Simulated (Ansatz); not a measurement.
## MgO, first-principles data

MgO:
```yaml
crystal:
  lattice:
    - [3.25808, 0.00000, 0.00000]
    - [-1.62904, 2.82158, 0.00000]
    - [0.00000, 0.00000, 15.49679]
  atoms:
    - { symbol: Mg, position: [0.33333, 0.66667, 0.64802] }
    - { symbol: Mg, position: [0.33333, 0.66667, 0.97923] }
    - { symbol: Mg, position: [0.00000, 0.00000, 0.81363] }
    - { symbol: Mg, position: [0.00000, 0.00000, 0.48184] }
    - { symbol: Mg, position: [0.00000, 0.00000, 0.14744] }
    - { symbol: Mg, position: [0.66667, 0.33333, 0.31363] }
    - { symbol: O, position: [0.33333, 0.66667, 0.85176] }
    - { symbol: O, position: [0.33333, 0.66667, 0.52051] }
    - { symbol: O, position: [0.00000, 0.00000, 0.01863] }
    - { symbol: O, position: [0.00000, 0.00000, 0.68616] }
    - { symbol: O, position: [0.00000, 0.00000, 0.35303] }
    - { symbol: O, position: [0.66667, 0.33333, 0.18612] }
```

Space group P3m1 (No. 156); conventional cell a = b = 3.2581 Å, c = 15.4968 Å, α = β = 90.00°, γ = 120.00°.

Method: plane-wave PAW r²SCAN (Ansatz code). Geometry: relaxed at this level of theory. Other levels are named where they apply.

### Cell and energy

```yaml
volume_per_atom: 11.87 Å³
density: 2.82 g/cm³
Formation energy from the elements (no fitted shifts): -2.81 eV/atom
```

### Electronic structure

```yaml
band_gap: 4.28 eV (direct)
valence_band_maximum: at Γ
conduction_band_minimum: at Γ
electron_effective_mass: 0.36 mₑ (isotropic)
hole_effective_mass: 0.42 along z (mₑ)
HSE06 gap on the r²SCAN cell: 5.21 eV
```

### Mechanics

```yaml
Bulk modulus (Birch–Murnaghan fit): 124 GPa
Pressure derivative B′: 3.8
Elastic constants (relaxed ions, GPa): C11 = 201, C12 = 105, C13 = 83.3, C14 = 0.0, C33 = 185, C44 = 53.7
mechanical_stability: stable (all eigenvalues of C positive)
hill_bulk_and_shear_moduli: 125 and 52.1 GPa
Young's modulus: 137 GPa
Poisson's ratio: 0.32
debye_temperature_from_the_elastic_constants: 628 K
Piezoelectric stress constants (proper, relaxed ions, C/m²): e15 = e24 = 0.41, e31 = e32 = 0.58, e33 = -1.37
```

### Dielectric response

```yaml
Electronic dielectric constant ε∞ (DFPT): 2.81 (xx = yy), 2.86 (zz)
Static dielectric constant ε0 (ions relaxed, cell fixed): 5.43 (xx = yy), 6.11 (zz)
Born charges (a third of the trace): Mg +1.82 to +1.84, O -1.83 e
Largest static χ(2) component: 4.0 pm/V
```

### Phonons

```yaml
Highest zone-centre frequency (without LO–TO term): 684 cm⁻¹
zone_centre_stability: no imaginary mode at Γ
```

### Charges

```yaml
bader_charges: Mg +1.73, O -1.73 e
```

The workflow started from a Materials Project entry (that database holds measured and hypothetical structures alike); the Crystallography Open Database copy checked does not list it. It is not the phase usual at ambient conditions (space group No. 225). Symmetry was held in the r²SCAN relaxation. Signs of piezoelectric constants follow the polarity of the cell as given. The references are the lowest solids computed at this level, not always the standard phases (solids in place of the gases).

Potentials: the earlier of the program's two PAW sets. The files were generated under PBE; for other functionals the program regenerates the frozen cores, and for LDA and PBEsol the local potential too.
